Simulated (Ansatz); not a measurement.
LiNbO$_{3}$ (LiNbO3 type, space group R3c)

```
LiNbO3
1.0
    2.56874     1.48306     4.62825
   -2.56874     1.48306     4.62825
    0.00000    -2.96613     4.62825
Li Nb O
2 2 6
Direct
  0.70218   0.70218   0.70218
  0.20218   0.20218   0.20218
  0.98418   0.98418   0.98418
  0.48418   0.48418   0.48418
  0.62231   0.87636   0.26469
  0.87636   0.26469   0.62231
  0.26469   0.62231   0.87636
  0.76469   0.37636   0.12231
  0.37636   0.12231   0.76469
  0.12231   0.76469   0.37636
```

E(V) scan at fixed shape, V₀ the volume above. The atoms relax within the cell's symmetry.

The numbers are results of r2SCAN (plane waves to 500 eV, PAW, scalar-relativistic; Ansatz, an electronic-structure program), not measurements. k mesh 8×8×8 (Γ-centred), Fermi-Dirac smearing 0.05 eV. E stands for the smeared free energy. Stress and pressure are positive under compression. LiNbO3 is run without spin polarisation. LiNbO3 was relaxed with its symmetry unable to fall. The zero of ΔE is the relaxed starting cell.

```
V (Å³/cell)  P (GPa)  ΔE (eV/atom)
-----------  -------  ------------
99.44           8.44           [?]
100.71          6.50           [?]
101.98          4.70        0.0054
103.25          3.02           [?]
104.52          1.46        0.0006
105.79          0.00        0.0000
107.06         -1.33        0.0005
108.33         -2.59        0.0021
109.60         -3.72        0.0046
110.87         -4.77           [?]
112.14         -5.72        0.0121
```

Q: What belongs in the gaps?

A: 
- 99.44, ΔE (eV/atom): 0.0158
- 100.71, ΔE (eV/atom): 0.0099
- 103.25, ΔE (eV/atom): 0.0024
- 110.87, ΔE (eV/atom): 0.0080

(Under strain, the slope of the energy per volume gives the stress and its curvature an elastic modulus.)
